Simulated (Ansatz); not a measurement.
# How much do the gradients of Bi2Se3 depend on the method?

Cell: a structure deposited in the COD, ions relaxed with PBE at fixed cell.

```cif
data_structure
_symmetry_space_group_name_H-M 'P 1'
_symmetry_Int_Tables_number 1
_cell_length_a 9.8405
_cell_length_b 9.8405
_cell_length_c 9.8405
_cell_angle_alpha 24.304
_cell_angle_beta 24.304
_cell_angle_gamma 24.304
_cell_volume 141.89
loop_
_atom_site_label
_atom_site_type_symbol
_atom_site_fract_x
_atom_site_fract_y
_atom_site_fract_z
_atom_site_occupancy
Bi1 Bi 0.40061 0.40061 0.40061 1
Bi2 Bi 0.59939 0.59939 0.59939 1
Se3 Se 0.00000 0.00000 0.00000 1
Se4 Se 0.21115 0.21115 0.21115 1
Se5 Se 0.78885 0.78885 0.78885 1
```

Sites (sets of like atoms) are named by element and the number of their first atom in this list.

First run. All values are calculated (Ansatz; DFT, PBE, plane waves and PAW, scalar-relativistic, 420 eV cutoff, Γ-centred 9×9×9 k-points, Fermi–Dirac smearing 0.02 eV), not measured.

| site | atom | V_zz (10²¹ V/m²) | η |
| --- | --- | --- | --- |
| Bi | 1 | 0.67 | 0.00 |
| Se3 | 3 | 7.30 | 0.00 |
| Se4 | 4 | -1.25 | 0.00 |

Second run. The same atoms and settings, except that spin–orbit coupling is included (fully relativistic PAW files).

**Question.** Given the first result, estimate the second.

**Answer.** 

| site | atom | V_zz | η | change of V_zz |
| --- | --- | --- | --- | --- |
| Bi | 1 | -0.21 | 0.00 | -0.88 |
| Se3 | 3 | 7.91 | 0.00 | +0.61 |
| Se4 | 4 | 0.13 | 0.00 | +1.38 |

The largest change of V_zz is on Se4, from -1.25 to 0.13. In per cent, |V_zz| changes by +8 on Se (all sites that start above 0.5, bar those whose gradient vanishes or changes sign or whose main axis turns by over 40°). V_zz changes sign on Se4 (same axis), Bi (same axis).

For the first run: With a gap of 0.2 eV on this mesh, small gradients can still move by 0.1 × 10²¹ V/m² or more as the k-mesh gets denser.
For the second run: With a gap of 0.3 eV on this mesh, small gradients can still move by 0.1 × 10²¹ V/m² or more as the k-mesh gets denser.
